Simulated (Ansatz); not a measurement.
In₃S₄:
```
CELL_PARAMETERS angstrom
      0.00000     5.52618     5.52618
      5.52618     0.00000     5.52618
      5.52618     5.52618     0.00000
ATOMIC_POSITIONS crystal
  In 0.50000 0.50000 0.50000
  In 0.75000 0.75000 0.75000
  In 0.12500 0.12500 0.12500
  In 0.62500 0.12500 0.12500
  In 0.12500 0.12500 0.62500
  In 0.12500 0.62500 0.12500
  S  0.88350 0.88350 0.88350
  S  0.90049 0.36650 0.36650
  S  0.88350 0.88350 0.34951
  S  0.36650 0.90049 0.36650
  S  0.34951 0.88350 0.88350
  S  0.36650 0.36650 0.36650
  S  0.88350 0.34951 0.88350
  S  0.36650 0.36650 0.90049
```

Relaxed with r²SCAN. Special points in fractions of this cell's reciprocal vectors: Γ (0.000, 0.000, 0.000); X (0.500, 0.000, 0.500); U (0.625, 0.250, 0.625); K (0.375, 0.375, 0.750); L (0.500, 0.500, 0.500); W (0.500, 0.250, 0.750).

Task: List the band energies nearest the Fermi level at these points for r²SCAN (plane waves, PAW; program Ansatz).

Result: In eV from the Fermi level; about four levels below and three above (degenerate sets whole), none deeper than 8.9 eV; points with the same levels are listed once.

```
k                    below                above
-  -----------------------  -------------------
Γ  -1.07 -0.63 -0.63 -0.63  1.21 2.11 2.11 2.11
X  -3.22 -3.22 -2.77 -2.77  0.58 0.58 1.10 1.10
U  -3.49 -3.33 -2.99 -2.72  0.55 0.63 1.05 1.05
L  -3.03 -2.73 -2.73 -0.24       0.04 0.56 0.56
W  -3.42 -3.42 -2.90 -2.90  0.72 0.72 1.04 1.04
```

Space group Fd-3m. The workflow started from an entry of the Crystallography Open Database (COD). Its standing as an ambient phase is unchecked. Symmetry was held in the r²SCAN relaxation; whether a distortion lowers the energy is not shown. Scalar-relativistic: spin–orbit coupling is off unless named, which matters more the heavier the elements.

Potentials: the later of the program's two PAW sets.
